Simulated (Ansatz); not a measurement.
Relaxed ScAl₃ (Cu3Au type):

```
CELL_PARAMETERS angstrom
      4.10588     0.00000     0.00000
      0.00000     4.10588     0.00000
      0.00000     0.00000     4.10588
ATOMIC_POSITIONS crystal
  Al 0.00000 0.50000 0.50000
  Al 0.50000 0.50000 0.00000
  Al 0.50000 0.00000 0.50000
  Sc 0.00000 0.00000 0.00000
```

Method: PBE (plane waves to 420 eV, PAW, scalar-relativistic; Ansatz, a first-principles code). k mesh 9×9×9 (Γ-centred), Fermi-Dirac smearing 0.05 eV. With partly filled bands, energies and forces of such displacements shift with the k mesh and the smearing. ScAl3 is run without spin polarisation. ScAl3 was relaxed with its symmetry unable to fall.

One atom of the cell was then moved (with its periodic images), all else fixed, and the forces (eV/Å) came out as:

```tsv
atom	Fx	Fy	Fz
Al1	0.000	0.000	-0.210
Al2	0.000	0.000	0.523
Al3	0.000	0.000	-0.210
Sc4	0.000	0.000	-0.104
```

Q: Which atom was moved, and by which vector (Å)?

A: Al2, by (0.00, 0.00, -0.12), 0.12 Å in all.

(For displaced atoms, the force is minus the slope of the energy, and its curvature is a force constant, which sets phonon frequencies.)
